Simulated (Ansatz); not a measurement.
Ca3SiO:
```cif
data_Ca12O4Si4
_chemical_formula_sum 'Ca12 Si4 O4'
_space_group_name_H-M_alt 'Imma'
_space_group_IT_number 74
_space_group_name_Hall '-I 2b 2'
_cell_length_a 6.63608
_cell_length_b 9.38704
_cell_length_c 6.65815
_cell_angle_alpha 90.000
_cell_angle_beta 90.000
_cell_angle_gamma 90.000
loop_
_space_group_symop_operation_xyz
  'x, y, z'
  '-x, -y, -z'
  '-x, -y+1/2, z'
  'x, y+1/2, -z'
  'x, -y, -z'
  '-x, y, z'
  '-x, y+1/2, -z'
  'x, -y+1/2, z'
  'x+1/2, y+1/2, z+1/2'
  '-x+1/2, -y+1/2, -z+1/2'
  '-x+1/2, -y, z+1/2'
  'x+1/2, y, -z+1/2'
  'x+1/2, -y+1/2, -z+1/2'
  '-x+1/2, y+1/2, z+1/2'
  '-x+1/2, y, -z+1/2'
  'x+1/2, -y, z+1/2'
loop_
_atom_site_label
_atom_site_type_symbol
_atom_site_symmetry_multiplicity
_atom_site_Wyckoff_symbol
_atom_site_fract_x
_atom_site_fract_y
_atom_site_fract_z
_atom_site_occupancy
Ca1 Ca 4 e 0.00000 0.25000 0.46475 1
Ca2 Ca 8 g 0.25000 0.51790 0.25000 1
Si1 Si 4 e 0.00000 0.75000 0.00069 1
O1 O 4 b 0.00000 0.00000 0.50000 1
```
(The calculation used a cell of 10 atoms; values per cell refer to that cell.)

Relaxed with r²SCAN.

Question: Give the optical modes at the zone centre with their infrared activity from DFPT, r²SCAN (plane waves, PAW; program Ansatz).

Answer: Transverse frequencies, without the LO–TO term; a row sums one degenerate level.

```csv
ω (cm⁻¹),degeneracy,IR ((D/Å)²/amu),activity
9,1,0.00,IR-inactive
18,1,0.00,IR-inactive
55,1,0.00,IR-inactive
133,1,0.93,IR
139,1,0.00,IR-inactive
146,1,2.11,IR
165,1,44.11,IR
169,1,42.71,IR
185,1,42.15,IR
196,1,0.00,IR-inactive
198,1,0.00,IR-inactive
201,1,0.00,IR-inactive
202,1,0.00,IR-inactive
210,1,0.00,IR-inactive
221,1,0.00,IR-inactive
222,1,0.00,IR-inactive
225,1,0.00,IR-inactive
266,1,1.77,IR
268,1,2.08,IR
270,1,2.90,IR
344,1,27.15,IR
345,1,27.93,IR
345,1,27.01,IR
369,1,0.00,IR-inactive
391,1,0.62,IR
392,1,0.00,IR-inactive
394,1,0.70,IR
```

Question: How high does the top mode go among those that the LO–TO term moves?

Answer: 383 cm⁻¹ for q along x, 396 cm⁻¹ for q along y, 394 cm⁻¹ for q along z.

The first step of the workflow began from a Materials Project structure, measured or hypothetical; the Crystallography Open Database copy checked does not list it. COD files the formula under space group No. 62. Its standing as an ambient phase is unchecked. The cell was relaxed with r²SCAN under the symmetry of its start; whether a distortion lowers the energy is not shown.

Potentials: the later of the program's two PAW sets.
